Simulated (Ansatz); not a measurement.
Two Ansatz runs on YCo$_{2}$B$_{2}$

The cell is the one relaxed in the Materials Project (mp-3515), not relaxed further here; entries there can be hypothetical.

First run: DFT, r2SCAN, PAW with Ansatz's default frozen-core files, scalar-relativistic (Ansatz 0.2.0).

Command: `ansatz run input.yaml --threads 2 --pin off --max-ram 6144MiB --backend cpu --events-out ev --progress --plain --runs-dir out` The run took 3.2 min on 2 threads of Intel(R) Xeon(R) Processor @ 2.50GHz (Skylake/Cascade Lake), with other jobs on the host, peak memory 0.98 GiB.

```yaml
crystal:
  lattice:
    - [-1.7671798791, 1.7671798791, 4.7058280961]
    - [1.7671798791, -1.7671798791, 4.7058280961]
    - [1.7671798791, 1.7671798791, -4.7058280961]
  atoms:
    - { symbol: "Y", position: [0.0, 0.0, 0.0] }
    - { symbol: Co, position: [0.75, 0.25, 0.5] }
    - { symbol: Co, position: [0.25, 0.75, 0.5] }
    - { symbol: B, position: [0.65465929, 0.65465929, 0.0] }
    - { symbol: B, position: [0.34534071, 0.34534071, 0.0] }
kpoints:
  mp_grid: { grid: [14, 14, 14] }
  band_path:
    path:
      - [0.0, 0.0, 0.0]
      - [0.0, 0.0, 0.5]
      - [0.25, 0.25, 0.25]
      - [0.0, 0.5, 0.0]
      - [0.0, 0.0, 0.0]
      - [0.5, 0.5, -0.5]
      - [0.2852557054, 0.7147442946, -0.2852557054]
      - [-0.2852557054, 0.2852557054, 0.2852557054]
      - [0.0, 0.0, 0.0]
    npoints: 14
scf:
  occupations: { method: fermi_dirac, width: 0.03 }
hamiltonian:
  xc: r2scan
  pseudopotentials: { kind: paw }
output:
  forces: true
  stress: true
  eigenvalues: true
  efg: { contact_densities: true }
  populations: true
  bader: true
  dos: { projected: true, de: 0.2, e_range: [-14, 8] }
  write_density: true
  write_potential: true
  elf: true
  volumetric_format: npy
```

Result: converged; pressure -0.26 GPa; largest force 0.029 eV/Å; 10 SCF iterations.

Spin polarisation is left out, and whether a magnetic state lies lower isn't shown here.

The input is then changed:

```diff
@@ -11,5 +11,5 @@
     - { symbol: B, position: [0.34534071, 0.34534071, 0.0] }
 kpoints:
-  mp_grid: { grid: [14, 14, 14] }
+  mp_grid: { grid: [18, 18, 18] }
   band_path:
     path:
@@ -35,9 +35,3 @@
   efg: { contact_densities: true }
   populations: true
-  bader: true
-  dos: { projected: true, de: 0.2, e_range: [-14, 8] }
-  write_density: true
-  write_potential: true
-  elf: true
-  volumetric_format: npy
```

**Question.** Predict the outcome of the changed run.

**Answer.** It converged; energy at zero smearing +0.2 meV/atom from the first run; pressure -0.26 GPa; largest force 0.019 eV/Å; 10 SCF iterations.
